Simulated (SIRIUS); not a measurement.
Worked example: self-consistent single point of Ag (Fm-3m, 1 atom in the cell; from Materials Project mp-124, changed as shown) in SIRIUS.

Level of theory: PBE, PseudoDojo 0.5 standard norm-conserving PBE (tails mended) pseudopotentials (plane waves; SIRIUS).

The change in words: volume scaled by 0.96. Reference geometry (Fm-3m):
```yaml
crystal:
  lattice:
    - [0.00000, 2.01976, 2.01976]
    - [2.01976, 0.00000, 2.01976]
    - [2.01976, 2.01976, 0.00000]
  atoms:
    - { symbol: Ag, position: [0.00000, 0.00000, 0.00000] }
```

Reference input (self-consistent single point, DFT, PBE, plane waves, PseudoDojo 0.5 standard norm-conserving PBE (tails mended) pseudopotentials): parameters.ngridk = 14 14 14; parameters.xc_functionals = [XC_GGA_X_PBE, XC_GGA_C_PBE]; parameters.gk_cutoff = 9.055 1/bohr; parameters.pw_cutoff = 18.111 1/bohr; parameters.smearing = gaussian; parameters.smearing_width = 0.00999582 Ha; potentials = PseudoDojo 0.5 standard norm-conserving PBE (tails mended) pseudopotentials; parameters.electronic_structure_method = pseudopotential; parameters.num_bands = 14; parameters.num_mag_dims = 0; parameters.num_dft_iter = 100; parameters.energy_tol = 1e-07 Ha. This run's input differs from it in these lines:

```diff
@@ -32,7 +32,7 @@
     "lattice_vectors": [
-      [0.0, 0.7071067905, 0.7071067905],
-      [0.7071067905, 0.0, 0.7071067905],
-      [0.7071067905, 0.7071067905, 0.0]
+      [0.0, 0.7071068456, 0.7071068456],
+      [0.7071068456, 0.0, 0.7071068456],
+      [0.7071068456, 0.7071068456, 0.0]
     ],
-    "lattice_vectors_scale": 5.39775,
+    "lattice_vectors_scale": 5.324799,
     "atom_coordinate_units": "au",
```

Output (repeated stretches shortened):

```
[find] density tolerance         : 1e-06
[find] total energy tolerance    : 1e-07
[find] iter_solver_tol (initial) : 0.01
[find] iter_solver_tol (target)  : 1e-13
[find] num_dft_iter              : 100
Charges and magnetic moments
--------------------------------------------------------------------------------
total charge          : 19.000000
[find] | SCF iteration   0 out of 100|
[diagonalize] iterative solver tolerance (occupied, empty): 0.01 0.01
[diagonalize] average number of iterations: 3.72115
[find] Charges and magnetic moments
[find] total charge          : 19.000000
[find] Energy
   [... lines left out ...]

[find] Charges and magnetic moments
[find] total charge          : 19.000000
[find] Energy
[find] smearing (-TS)                 :      -0.00033773
[find] Total energy                   :    -155.01578401 (Ha),    -310.03156802 (Ry)
[find] Free energy (E-TS)             :    -155.01612174 (Ha),    -310.03224347 (Ry)
[find] band gap (eV)                  :       0.00000000
[find] Efermi                         :       0.70496599
[find] iteration : 12, RMS (target) : 3.4008e-07 (1.0000e-06) , energy difference (target) : -7.4408e-11 (1.0000e-07)
[find] bands are converged : true
[find] iterative solver converged : false
[find] converged after 13 SCF iterations!
[find] Charges and magnetic moments
[find] total charge          : 19.000000
[find] Energy
[find] smearing (-TS)                 :      -0.00033773
[find] Total energy                   :    -155.01578401 (Ha),    -310.03156802 (Ry)
[find] Free energy (E-TS)             :    -155.01612174 (Ha),    -310.03224347 (Ry)
[find] band gap (eV)                  :       0.00000000
[find] Efermi                         :       0.70496599
[ground_state] === stress tensor components [kbar] ===
[ground_state] === stress_total ===
[ground_state]  -153.347955    0.000000    0.000000
[ground_state]     0.000000 -153.347955   -0.000000
[ground_state]     0.000000   -0.000000 -153.347955
[ground_state] ==== total Forces in Ha/bohr =====
[ground_state] atom:    0, force:       0.0000000      0.0000000      0.0000000
```

The run converged in 13 iterations. SIRIUS prints the stress tensor with tension positive. Against the reference run the free energy rises by 50.2 meV/atom and the pressure goes from 8.93 to 15.33 GPa.

The structure comes from a collection of computed structures, made at another level of theory; the collection holds predicted forms beside known ones. Its lattice was then scaled.

Cost on one core: roughly 22 core-seconds.

The gap that the log prints is read on the run's mesh, which can miss the band edges or a crossing.

“Tails mended”: in these copies of the files the far tail of each local potential was reset to the Coulomb form.
